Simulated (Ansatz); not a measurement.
# Relaxing Ti3C2

Theory: DFT PBEsol, scalar-relativistic, plane waves, PAW in Ansatz. Run with 420 eV cutoff, 12×12×4 k-mesh, Gaussian smearing of 0.10 eV, no spin polarisation.

What was changed: biaxial strain in the a-b plane, c and atoms relaxed: -2.0 %.

Command:

```bash
ansatz run input.yaml --threads 2 --pin off --max-ram 5120MiB --backend cpu --events-out ev --progress --plain --runs-dir out
```

Input:

```yaml
crystal:
  lattice:
    - [2.9812481359, 0.0, 0.0]
    - [-1.490624068, 2.5818366207, 0.0]
    - [0.0, 0.0, 15.1644651841]
  atoms:
    - { symbol: Ti, position: [0.3333333333, 0.6666666667, 0.8437914628] }
    - { symbol: Ti, position: [0.6666666667, 0.3333333333, 0.3437914628] }
    - { symbol: Ti, position: [0.6666666667, 0.3333333333, 0.1562085372] }
    - { symbol: Ti, position: [0.3333333333, 0.6666666667, 0.6562085372] }
    - { symbol: Ti, position: [0.0, 0.0, 0.0] }
    - { symbol: Ti, position: [0.0, 0.0, 0.5] }
    - { symbol: C, position: [0.6666666667, 0.3333333333, 0.9143810498] }
    - { symbol: C, position: [0.3333333333, 0.6666666667, 0.4143810498] }
    - { symbol: C, position: [0.6666666667, 0.3333333333, 0.5856189502] }
    - { symbol: C, position: [0.3333333333, 0.6666666667, 0.0856189502] }
basis:
  ecutwfc: 420
kpoints:
  mp_grid: { grid: [12, 12, 4] }
hamiltonian:
  xc: pbesol
scf:
  occupations: { method: gaussian, width: 0.1 }
output:
  forces: true
  stress: true
  eigenvalues: true
relax:
  adjacent_minimum: "off"
  f_tol: 0.008
  max_steps: 40
  cell: { stress_tol: 0.015, fix: [a, b, gamma] }
```

F is the free energy. Steps run on the plane waves of an earlier cell, but the last one, and at times one on the way, on a freshly chosen basis, so a repeated geometry can differ a little in energy. The held parts of the cell keep their stress, so P needn't end at zero.

Steps:

| step | F − F(1) (eV) | largest force component (eV/Å) | V (Å³/atom) | P (GPa) |
| --- | --- | --- | --- | --- |
| 1 | 0.0000 | 0.331 | 11.672 | 6.72 |
| 2 | -0.0001 | 0.152 | 11.483 | 7.04 |
| 3 | -0.0173 | 0.005 | 11.605 | 6.19 |
| 4 | -0.0174 | 0.001 | 11.599 | 6.25 |
| 5 | -0.0173 | 0.000 | 11.599 | 6.23 |
| 6 | -0.0165 | 0.000 | 11.599 | 6.22 |
| 7 | -0.0166 | 0.000 | 11.599 | 6.23 |
| 8 | -0.0165 | 0.000 | 11.599 | 6.23 |

Relaxed structure:

```cif
data_structure
_symmetry_space_group_name_H-M 'P 1'
_symmetry_Int_Tables_number 1
_cell_length_a 2.9812
_cell_length_b 2.9812
_cell_length_c 15.0690
_cell_angle_alpha 90.000
_cell_angle_beta 90.000
_cell_angle_gamma 120.000
_cell_volume 115.99
loop_
_atom_site_label
_atom_site_type_symbol
_atom_site_fract_x
_atom_site_fract_y
_atom_site_fract_z
_atom_site_occupancy
Ti1 Ti 0.33333 0.66667 0.84219 1
Ti2 Ti 0.66667 0.33333 0.34219 1
Ti3 Ti 0.66667 0.33333 0.15781 1
Ti4 Ti 0.33333 0.66667 0.65781 1
Ti5 Ti 0.00000 0.00000 0.00000 1
Ti6 Ti 0.00000 0.00000 0.50000 1
C1 C 0.66667 0.33333 0.91424 1
C2 C 0.33333 0.66667 0.41424 1
C3 C 0.66667 0.33333 0.58576 1
C4 C 0.33333 0.66667 0.08576 1
```

It takes space group P6_3/mmc (No. 194, hexagonal). Conventional cell: a = 2.981 Å, b = 2.981 Å, c = 15.069 Å, α = 90.00°, β = 90.00°, γ = 120.00°. Around Ti (site symmetry 3m) lie 3 C at 2.04 Å. Ti (site symmetry -3m) is surrounded by 6 C at 2.15 Å. Around C (site symmetry 3m) lie 6 Ti at 2.04 to 2.15 Å.

The run converged. The run took 49 s on 2 threads of Intel(R) Xeon(R) 6975P-C (Granite Rapids) (shared host), peak memory 0.68 GiB.